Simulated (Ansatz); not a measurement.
Method: DFT PBE, scalar-relativistic, plane waves, PAW in Ansatz. Cutoff 420 eV, Γ-centred meshes of about 0.25 Å⁻¹ or finer for metals and 0.3 Å⁻¹ for insulators (2π included), Gaussian smearing. No spin polarisation.

Relaxed structures of Bi₂Te₂O₃, with energies over the first row. Coordination counts O or Te atoms around Bi (for each partner element, those within 1.25 times its shortest distance or 1.15 times the sum of covalent radii, where it is the nearest in units of that sum or under 1.3; a plus sign parts groups by distance over the sum of covalent radii).

```json
{"#": "1", "form": "P-3m1", "sites": "Bi 2d; Te 2c; O 2d, 1a", "V (Å³/atom)": "23.7", "coordination": "Bi 3+3", "ΔE (meV/atom)": "0"}
{"#": "2", "form": "R-3m", "sites": "Bi 6c; Te 6c; O 6c, 3a", "V (Å³/atom)": "23.0", "coordination": "Bi 3+3", "ΔE (meV/atom)": "60"}
```

A further structure, relaxed alike:

```yaml
crystal:
  lattice:
    - [5.81477, -2.15077, 0.00000]
    - [5.81477, 2.15077, 0.00000]
    - [-4.20815, 0.00000, 6.99285]
  atoms:
    - { symbol: Bi, position: [0.11145, 0.11145, 0.85408] }
    - { symbol: Bi, position: [0.88855, 0.88855, 0.14592] }
    - { symbol: Te, position: [0.69469, 0.69469, 0.36674] }
    - { symbol: Te, position: [0.30531, 0.30531, 0.63326] }
    - { symbol: O, position: [0.30746, 0.30746, 0.10813] }
    - { symbol: O, position: [0.69254, 0.69254, 0.89187] }
    - { symbol: O, position: [0.00000, 0.00000, 0.00000] }
```

Question: Where does it fall in the ranking, and at what energy?

Answer: It is the lowest, 73 meV/atom below row 1, with space group C2/m (No. 12) and 25.0 Å³/atom. Counting O or Te atoms around Bi, this cell has Bi 4+3+3 and row 1 has Bi 3+3. This cell holds Te–Te chains (shortest 2.85 Å); row 1 holds Te–Te pairs (shortest 2.62 Å). Bi is surrounded by 2 O at 2.15–2.17 Å, 2 O at 2.30 Å, 3 Te at 3.54–3.73 Å, 2 Bi at 3.57 Å, 3 Bi at 4.30–4.33 Å and 3 Te at 4.35–4.41 Å; Te is surrounded by 2 Te at 2.85 Å; around O on a site of symmetry m lie 1 Bi at 2.15 Å, 2 Bi at 2.30 Å and 2 O at 2.66 Å; O on a site of symmetry 2/m has 2 Bi at 2.17 Å.

No dispersion correction is applied, so the spacing and binding between layers, chains or molecules are poorly described (P-3m1, R-3m), and this can change margins and order among such cells. These runs have no spin–orbit coupling, which can matter for Bi and Te. With atoms moved at random, the further cell (by 43 meV/atom) fell into a lower structure. Row 1 and row 2 had no clear such test and can be saddle points. Some structure types and database cells were kept out of the candidates from the start, so a known form may be missing.
